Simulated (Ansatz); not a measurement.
Values for one crystal, relaxed and computed with plane-wave PAW PBEsol (Ansatz code); other levels are named.

| Quantity | Result |
|---|---|
| Volume per atom | 15.87 Å³ |
| Electronic character | metallic (no gap) |
| Density of states at the Fermi level | 0.21 states/eV per atom (mean over ±0.08 eV) |
| Hill bulk and shear moduli | 73.7 and 35.4 GPa |
| Formation energy from the elements (no fitted shifts) | -149 meV/atom |
| Debye temperature from the elastic constants | 338 K |
| Bulk modulus (Birch–Murnaghan fit) | 73.8 GPa |

Pick the material that matches.
A. GaFe3, Cu3Au type
B. MgZn2, P6_3/mmc (Mg on 4f, Zn on 2a, Zn on 6h)
C. In2Pt, fluorite or antifluorite type
D. SnAu5, R32 (Sn on 3a, Au on 6c, Au on 9e)

B, MgZn2, P6_3/mmc (Mg on 4f, Zn on 2a, Zn on 6h)

The first step of the workflow began from a Materials Project structure, measured or hypothetical; the Crystallography Open Database copy checked does not list it. Its standing as an ambient phase is unchecked. Symmetry was held in the PBEsol relaxation; of distortions, only those at the zone centre were tested. As this level gives no gap, shear constants depend on the k-mesh and smearing (Fermi–Dirac, 0.1 eV here). On the denser mesh and wider smearing of the elastic run this cell carries a stress of 0.7 GPa. The references are the lowest solids computed at this level, not always the standard phases.

Potentials: the later of the program's two PAW sets.
